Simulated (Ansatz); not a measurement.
An Ansatz (an electronic-structure program) run. Input:

Ansatz 0.2 input:
```yaml
crystal:
  lattice:
    - [4.1979769572, 0.0, 0.0]
    - [-2.0989884786, 3.6355546894, 0.0]
    - [0.0, 0.0, 5.5032019066]
  atoms:
    - { symbol: Te, position: [0.6666666667, 0.3333333333, 0.75] }
    - { symbol: Te, position: [0.3333333333, 0.6666666667, 0.25] }
    - { symbol: Pt, position: [0.0, 0.0, 0.5] }
    - { symbol: Pt, position: [0.0, 0.0, 0.0] }
kpoints:
  mp_grid: { grid: [20, 20, 13] }
hamiltonian:
  xc: lda
  pseudopotentials: { kind: paw }
scf:
  occupations: { method: fermi_dirac, width: 0.1 }
elastic: { mode: relaxed_ion, stencil: two_point, amplitude: 0.005, f_tol: 0.0005 }
```

Output (shortened):

```
Pseudopotential: Te, paw, valence charge 16
Pseudopotential: Pt, paw, valence charge 18
Functional definition: SPW92
Crystal: 4 atoms, lattice volume = 83.990 Å³
Basis set: ecut = 420 eV, 1621 PW (Γ)
Bands: 41, of which v1, the nominal top of the filled ones, is band 34 counted from 1 (33 counted from 0)
Symmetry: 24 space group operations
Space group: P63/mmc (ITA 194), of the structure as read, at distance tolerance 4.4e-5 Å
k-points: 308 of 5200
SCF 1 converged in 9 iterations: F = -38145.229445 eV  dr2 = 2.90e-14
Crystal: 4 atoms, lattice volume = 83.570 Å³
Symmetry: 8 space group operations
k-points: 777 of 5200
SCF 2 converged in 10 iterations: F = -38145.227793 eV  dr2 = 9.53e-14
relax step   1: F+E_penalty+E_count = -38145.22779285 eV  Δ(F+E_penalty+E_count) = +0.000e0 eV  max|allowed force component| = 7.375e-3 eV/Å  Δτ_max = 0.0000 Å  (10 SCF iters, accepted)
Crystal: 4 atoms, lattice volume = 83.570 Å³
SCF 3 converged in 7 iterations: F = -38145.227798 eV  dr2 = 1.30e-14
relax step   2: F+E_penalty+E_count = -38145.22779783 eV  Δ(F+E_penalty+E_count) = -4.979e-6 eV  max|allowed force component| = 4.833e-3 eV/Å  Δτ_max = 0.0020 Å  (7 SCF iters, accepted)
Crystal: 4 atoms, lattice volume = 83.570 Å³
SCF 4 converged in 7 iterations: F = -38145.227802 eV  dr2 = 1.91e-15
relax step   3: F+E_penalty+E_count = -38145.22780157 eV  Δ(F+E_penalty+E_count) = -3.741e-6 eV  max|allowed force component| = 2.596e-6 eV/Å  Δτ_max = 0.0008 Å  (7 SCF iters, accepted)
Crystal: 4 atoms, lattice volume = 83.570 Å³
SCF 5 converged in 2 iterations: F = -38145.227802 eV  dr2 = 2.18e-16
Crystal: 4 atoms, lattice volume = 84.410 Å³
Basis set: ecut = 420 eV, 1637 PW (Γ)
SCF 6 converged in 10 iterations: F = -38145.228772 eV  dr2 = 6.45e-14
relax step   1: F+E_penalty+E_count = -38145.22877182 eV  Δ(F+E_penalty+E_count) = +0.000e0 eV  max|allowed force component| = 5.514e-3 eV/Å  Δτ_max = 0.0000 Å  (10 SCF iters, accepted)
Crystal: 4 atoms, lattice volume = 84.410 Å³
SCF 7 converged in 7 iterations: F = -38145.228777 eV  dr2 = 2.66e-15
relax step   2: F+E_penalty+E_count = -38145.22877690 eV  Δ(F+E_penalty+E_count) = -5.078e-6 eV  max|allowed force component| = 2.377e-4 eV/Å  Δτ_max = 0.0009 Å  (7 SCF iters, accepted)
Crystal: 4 atoms, lattice volume = 84.410 Å³
SCF 8 converged in 2 iterations: F = -38145.228777 eV  dr2 = 3.89e-16
Crystal: 4 atoms, lattice volume = 83.570 Å³
SCF 9 converged in 8 iterations: F = -38145.227825 eV  dr2 = 1.11e-14
Crystal: 4 atoms, lattice volume = 84.410 Å³
Basis set: ecut = 420 eV, 1633 PW (Γ)
SCF 10 converged in 6 iterations: F = -38145.227866 eV  dr2 = 2.82e-14
Crystal: 4 atoms, lattice volume = 83.989 Å³
Basis set: ecut = 420 eV, 1627 PW (Γ)
Symmetry: 4 space group operations
k-points: 1371 of 5200
SCF 11 converged in 10 iterations: F = -38145.229349 eV  dr2 = 4.21e-15
relax step   1: F+E_penalty+E_count = -38145.22934896 eV  Δ(F+E_penalty+E_count) = +0.000e0 eV  max|allowed force component| = 2.564e-4 eV/Å  Δτ_max = 0.0000 Å  (10 SCF iters, accepted)
Crystal: 4 atoms, lattice volume = 83.989 Å³
SCF 12 converged in 2 iterations: F = -38145.229349 eV  dr2 = 1.52e-15
Crystal: 4 atoms, lattice volume = 83.989 Å³
SCF 13 converged in 10 iterations: F = -38145.229349 eV  dr2 = 4.41e-15
relax step   1: F+E_penalty+E_count = -38145.22934896 eV  Δ(F+E_penalty+E_count) = +0.000e0 eV  max|allowed force component| = 2.564e-4 eV/Å  Δτ_max = 0.0000 Å  (10 SCF iters, accepted)
Crystal: 4 atoms, lattice volume = 83.989 Å³
SCF 14 converged in 2 iterations: F = -38145.229349 eV  dr2 = 1.81e-15
SCF converged after 9 iterations
Free energy (F): -38145.229445 eV
Harris-Foulkes:  -38145.229445 eV  (|F-HF|=0.00e0)
Internal energy: -38145.158095 eV  (E = F + TS)
E sigma→0 (E₀):  -38145.193770 eV
Entropy (-TS):   -0.071350 eV (-17.837 meV/atom)
Fermi energy:    16.244811 eV
--- Per-component energies (eV) ---
  E_band       = -834.557672
  E_kinetic    = 1648.877146
  E_local      = -5872.789143  (includes V_loc(G=0)·N_el)
  E_nonlocal   = -193.891895
  E_hartree    = 2879.998574
  E_xc         = -771.564169
  E_vxc        = -819.245631  (∫ρ·V_xc dr)
  E_paw        = -27377.228335  (= ΣΔE_a)
  E_vpaw       = -1357.505207  (= ΣTr[D̂ρ^β])
  E_aug_tail   = -0.000094  (compensation charges beyond the density's cutoff)
  E_ewald      = -8460.845240
  E_core_change = 2.285061  (= ΣΔE_core)
  E_smearing   = -0.071350  (= −TS)
  E_closure    = 0.000000  (closes the sum)
  Σ components = -38145.229445   (vs F -38145.229445, Δ=0.00e0)
--- Forces (eV/Å), atoms counted from 1 ---
  atom   1  Te     0.00000000     0.00000000     0.00000000
  atom   2  Te     0.00000000     0.00000000     0.00000000
  atom   3  Pt     0.00000000     0.00000000     0.00000000
  atom   4  Pt     0.00000000     0.00000000     0.00000000
  max |Σ_I F_I| component: 1.16e-18 eV/Å
--- Stress (GPa, compression-positive) ---
        0.181280       0.000000       0.000000
        0.000000       0.181280       0.000000
        0.000000       0.000000      -0.003593
  P = ⅓ Tr σ = 0.1197 GPa (1.197 kbar)
--- Band table (eV; the first three rows and the last of 308) ---
  k-point 0: bands = ["-82.3927", "-82.3800", "-36.7247", "-36.5472", "-36.5472", "-36.5203", "-36.5203", "-36.4463", "-21.4966", "-21.4966", "-21.4941", "-21.4941", "-21.4709", "-21.4709", "-21.4568", "-21.4568", "-21.4537", "-21.4523", "1.9686", "4.8007", …
  k-point 1: bands = ["-82.3925", "-82.3802", "-36.7207", "-36.5469", "-36.5469", "-36.5207", "-36.5207", "-36.4504", "-21.4966", "-21.4966", "-21.4941", "-21.4941", "-21.4706", "-21.4706", "-21.4570", "-21.4570", "-21.4537", "-21.4523", "1.9951", "4.7198", …
  k-point 2: bands = ["-82.3919", "-82.3807", "-36.7090", "-36.5457", "-36.5457", "-36.5219", "-36.5219", "-36.4625", "-21.4965", "-21.4965", "-21.4943", "-21.4943", "-21.4700", "-21.4700", "-21.4576", "-21.4576", "-21.4536", "-21.4524", "2.0743", "4.5022", …
  k-point 307: bands = ["-82.3871", "-82.3855", "-36.6032", "-36.5697", "-36.5368", "-36.5366", "-36.5335", "-36.5333", "-21.4947", "-21.4946", "-21.4944", "-21.4939", "-21.4656", "-21.4651", "-21.4651", "-21.4634", "-21.4505", "-21.4505", "3.9516", "3.9578", …
--- Elastic constants: 3 strain directions × 2 members + reference (group order 24) ---
  dense FFT box of the reference and of every strained cell: 30×30×40
  strains applied: 11, 33, 23; error gains …
  C = ∂σ_k/∂η_j (tension-positive GPa; Voigt order 11 22 33 23 13 12):
       176.616    141.464    108.396      0.000      0.000      0.000
       141.464    176.616    108.396      0.000      0.000      0.000
       108.216    108.216    244.114      0.000      0.000      0.000
         0.000      0.000      0.000     14.934      0.000      0.000
         0.000      0.000      0.000      0.000     14.934      0.000
         0.000      0.000      0.000      0.000      0.000     17.576
  reference stress σ⁰ (GPa):     -0.181     -0.181      0.004      0.000      0.000      0.000
  moduli (Voigt/Reuss/Hill, GPa): K = 145.94/145.24/145.59   G = 25.44/18.95/22.19   E = 63.36   ν = 0.427
  mechanically stable: yes (min eigenvalue of sym C = 14.93 GPa)
  strain η (Voigt 11):  stress-route row diagonal C_11 = 176.62 GPa, energy-path curvature d²(F+E_count+ΔE)/dδ²/Ω₀ = 176.64 GPa
         δ    σ_11 (GPa)             F (eV)   n_scf  n_hpsi   n_pw
    -5.000e-3      -1.0773      -38145.2278016       2  254641   1649   relax 3 steps, max|allowed force component| 2.60e-6 eV/Å
     5.000e-3       0.6888      -38145.2287769       2  255039   1666   relax 2 steps, max|allowed force component| 2.38e-4 eV/Å
  strain η (Voigt 33):  stress-route row diagonal C_33 = 244.11 GPa, energy-path curvature d²(F+E_count+ΔE)/dδ²/Ω₀ = 244.06 GPa
         δ    σ_33 (GPa)             F (eV)   n_scf  n_hpsi   n_pw
    -5.000e-3      -1.2498      -38145.2278247       8  228801   1652   relax 0 steps, max|allowed force component| 9.25e-18 eV/Å
     5.000e-3       1.1913      -38145.2278665       6  201773   1666   relax 0 steps, max|allowed force component| 1.82e-17 eV/Å
  strain η (Voigt 23):  stress-route row diagonal C_44 = 14.93 GPa, energy-path curvature d²(F+E_count+ΔE)/dδ²/Ω₀ = 14.97 GPa
         δ    σ_23 (GPa)             F (eV)   n_scf  n_hpsi   n_pw
    -5.000e-3      -0.0747      -38145.2293490       2  450103   1658   relax 1 steps, max|allowed force component| 2.56e-4 eV/Å
     5.000e-3       0.0747      -38145.2293490       2  449830   1658   relax 1 steps, max|allowed force component| 2.56e-4 eV/Å
```

Cost: very roughly 20 core-minutes on shared cores.

Space group P6_3/mmc (NiAs type). The first step of the workflow began from a Materials Project structure, measured or hypothetical; the Crystallography Open Database files this formula in space group No. 194, but the cells were not matched. Whether it is the stable phase at ambient conditions was not checked. Symmetry was held in the LDA relaxation; its stability against distortions is not shown here. The run is not spin-polarised. As this level gives no gap, shear constants depend on the k-mesh and smearing (Fermi–Dirac, 0.1 eV here). Scalar-relativistic: spin–orbit coupling is off unless named, which matters more the heavier the elements.

Potentials: the later of the program's two PAW sets.

Ansatz is a plane-wave DFT program.
